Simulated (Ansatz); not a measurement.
# ⁶⁹Ga NMR of the central transition in Cs₂GaP₄H₃O₁₄

Cell: a structure deposited in the COD, ions relaxed with PBE at fixed cell.

Space group P2_1/c (No. 14); a = 5.0760, b = 7.9550, c = 17.0447 Å, β = 100.23°.

| site | Wyckoff | site symmetry | x | y | z |
| --- | --- | --- | --- | --- | --- |
| Cs | 4e | 1 | 0.9791 | 0.9085 | 0.8642 |
| Ga | 2c | -1 | 0.0000 | 0.0000 | 0.5000 |
| H7 | 4e | 1 | 0.3419 | 0.6877 | 0.7338 |
| H11 | 2b | -1 | 0.5000 | 0.0000 | 0.0000 |
| P13 | 4e | 1 | 0.5340 | 0.7738 | 0.5437 |
| P17 | 4e | 1 | 0.3372 | 0.9358 | 0.6764 |
| O21 | 4e | 1 | 0.8723 | 0.5280 | 0.8830 |
| O25 | 4e | 1 | 0.5651 | 0.8595 | 0.6308 |
| O29 | 4e | 1 | 0.3064 | 0.6423 | 0.9863 |
| O33 | 4e | 1 | 0.8067 | 0.7901 | 0.5182 |
| O37 | 4e | 1 | 0.5219 | 0.5404 | 0.7555 |
| O41 | 4e | 1 | 0.4742 | 0.5859 | 0.5564 |
| O45 | 4e | 1 | 0.2033 | 0.7766 | 0.7089 |

One atom of each set is listed.

Computed with Ansatz: DFT, PBE, plane waves and PAW, scalar-relativistic, 420 eV cutoff, Γ-centred 5×3×2 k-points, Fermi–Dirac smearing 0.02 eV.

⁶⁹Ga has I = 3/2 and Q = 171.0 mb (Pyykkö 2018); at 9.4 T its Larmor frequency is ν₀ = 96.3 MHz. Only the quadrupole interaction is simulated: positions count from each site's isotropic chemical shift, and shift anisotropy, dipolar and J coupling are left out.

Problem. Simulate the second-order pattern (static powder, Gaussian broadening 2 kHz) of site Ga (6 O at 1.97–2.00 Å).

Solution. The calculation gives C_Q = 6.48 MHz and η = 0.17, so ν_Q = 3.24 MHz and the centre of gravity lies at -114 ppm (-11.0 kHz).

```json
{"offset (kHz)": "-46.22", "height": "0"}
{"offset (kHz)": "-43.06", "height": "19"}
{"offset (kHz)": "-39.90", "height": "55"}
{"offset (kHz)": "-36.74", "height": "62"}
{"offset (kHz)": "-33.58", "height": "74"}
{"offset (kHz)": "-30.42", "height": "100"}
{"offset (kHz)": "-27.25", "height": "78"}
{"offset (kHz)": "-24.09", "height": "63"}
{"offset (kHz)": "-20.93", "height": "56"}
{"offset (kHz)": "-17.77", "height": "52"}
{"offset (kHz)": "-14.61", "height": "50"}
{"offset (kHz)": "-11.45", "height": "48"}
{"offset (kHz)": "-8.29", "height": "47"}
{"offset (kHz)": "-5.13", "height": "47"}
{"offset (kHz)": "-1.96", "height": "47"}
{"offset (kHz)": "1.20", "height": "39"}
{"offset (kHz)": "4.36", "height": "38"}
{"offset (kHz)": "7.52", "height": "42"}
{"offset (kHz)": "10.68", "height": "47"}
{"offset (kHz)": "13.84", "height": "58"}
{"offset (kHz)": "17.00", "height": "90"}
{"offset (kHz)": "20.17", "height": "74"}
{"offset (kHz)": "23.33", "height": "20"}
{"offset (kHz)": "26.49", "height": "0"}
```

The entry's hydrogen positions were far off; the other atoms hardly move on relaxation.
